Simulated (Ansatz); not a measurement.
Input:

HfC:
```
CELL_PARAMETERS angstrom
      0.00000     2.28621     2.28621
      2.28621     0.00000     2.28621
      2.28621     2.28621     0.00000
ATOMIC_POSITIONS crystal
  Hf 0.00000 0.00000 0.00000
  C  0.50000 0.50000 0.50000
```

This is the LDA-relaxed structure.

**Question.** All from LDA (plane waves, PAW; program Ansatz), unless another level is named. Estimate the electronic character.

**Answer.** metallic (no gap).

**Question.** Next, the formation energy from the elements (no fitted shifts)?

**Answer.** -1.01 eV/atom.

**Question.** What about the density of states at the Fermi level?

**Answer.** 0.12 states/eV per atom (mean over ±0.08 eV).

Space group Fm-3m (rock salt). The cell was relaxed with LDA under the symmetry of its start. The run is not spin-polarised. The references are the lowest solids computed at this level, not always the standard phases. Scalar-relativistic: spin–orbit coupling is off unless named, which matters more the heavier the elements.

Potentials: the earlier of the program's two PAW sets. The files were generated under PBE; for other functionals the program regenerates the frozen cores, and for LDA and PBEsol the local potential too.
